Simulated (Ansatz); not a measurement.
BiB:
```
CELL_PARAMETERS angstrom
      0.00000     2.63841     2.63841
      2.63841     0.00000     2.63841
      2.63841     2.63841     0.00000
ATOMIC_POSITIONS crystal
  B  0.00000 0.00000 0.00000
  Bi 0.50000 0.50000 0.50000
```

Relaxed with PBE. Special points in fractions of this cell's reciprocal vectors: Γ (0.000, 0.000, 0.000); X (0.500, 0.000, 0.500); U (0.625, 0.250, 0.625); K (0.375, 0.375, 0.750); L (0.500, 0.500, 0.500); W (0.500, 0.250, 0.750).

Q: List the band energies nearest the Fermi level at these points for DFT-PBE in the program Ansatz with PAW potentials.

A: In eV from the Fermi level; about four levels below and three above (degenerate sets whole), none deeper than 8.9 eV; points with the same levels are listed once.

```
k                    below                above
-  -----------------------  -------------------
Γ        -0.04 -0.04 -0.04  0.03 6.57 6.57 6.57
X  -6.05 -4.04 -2.82 -2.82       4.07 8.41 8.41
U  -6.49 -5.38 -2.01 -0.82       5.70 6.43 8.08
L                    -8.25  1.07 1.07 1.90 1.90
W        -6.17 -4.77 -4.77  2.08 3.71 7.14 7.14
```

Space group Fm-3m (rock salt). A made-up cell: these elements were put on the sites of a structure type; neither database checked (COD, Materials Project) lists it. Its standing as an ambient phase is unchecked. The PBE relaxation kept the symmetry of its start; its stability against distortions is not shown here. Scalar-relativistic: spin–orbit coupling is off unless named, which matters more the heavier the elements.

Potentials: the later of the program's two PAW sets.
